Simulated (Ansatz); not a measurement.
La5Ge3:
```
La5Ge3
1.0
    9.01002     0.00000     0.00000
   -4.50501     7.80291     0.00000
    0.00000     0.00000     6.98925
La Ge
10 6
Cartesian
  4.50501   2.60097   0.00000
  0.00000   5.20194   0.00000
  0.00000   5.20194   3.49463
  4.50501   2.60097   3.49463
  3.39757   5.88476   5.24194
  1.10744   1.91815   1.74731
 -3.39757   5.88476   1.74731
 -1.10744   1.91815   5.24194
  2.21488   0.00000   5.24194
  6.79514   0.00000   1.74731
  1.76961   3.06505   5.24194
  2.73540   4.73786   1.74731
 -1.76961   3.06505   1.74731
 -2.73540   4.73786   5.24194
  5.47080   0.00000   5.24194
  3.53922   0.00000   1.74731
```

Relaxed with r²SCAN. Special points in fractions of this cell's reciprocal vectors: Γ (0.000, 0.000, 0.000); M (0.500, 0.000, 0.000); K (0.333, 0.333, 0.000); A (0.000, 0.000, 0.500); L (0.500, 0.000, 0.500); H (0.333, 0.333, 0.500).

### Question
List the band energies nearest the Fermi level at these points for the program Ansatz at the r²SCAN level (PAW).

### Answer
In eV from the Fermi level; about four levels below and three above (degenerate sets whole), none deeper than 8.9 eV; points with the same levels are listed once.

```
k                                below                                    above
-  -----------------------------------  ---------------------------------------
Γ              -0.25 -0.14 -0.14 -0.09                           0.12 0.16 0.16
M              -0.65 -0.51 -0.39 -0.07                           0.16 0.30 0.30
K              -0.34 -0.34 -0.33 -0.15                      0.32 0.40 0.44 0.44
A              -0.03 -0.03 -0.03 -0.03  0.96 0.96 1.15 1.15 1.15 1.15 1.15 1.15
L              -0.90 -0.90 -0.02 -0.02                      0.17 0.17 0.28 0.28
H  -1.00 -1.00 -1.00 -1.00 -0.05 -0.05                      0.15 0.15 0.15 0.15
```

Space group P6_3/mcm. The first step of the workflow began from a Materials Project structure, measured or hypothetical; the Crystallography Open Database copy checked does not list it. Its standing as an ambient phase is unchecked. The r²SCAN relaxation kept the symmetry of its start; whether a distortion lowers the energy is not shown. Spin–orbit coupling is left out wherever it is not named.

Potentials: the later of the program's two PAW sets.
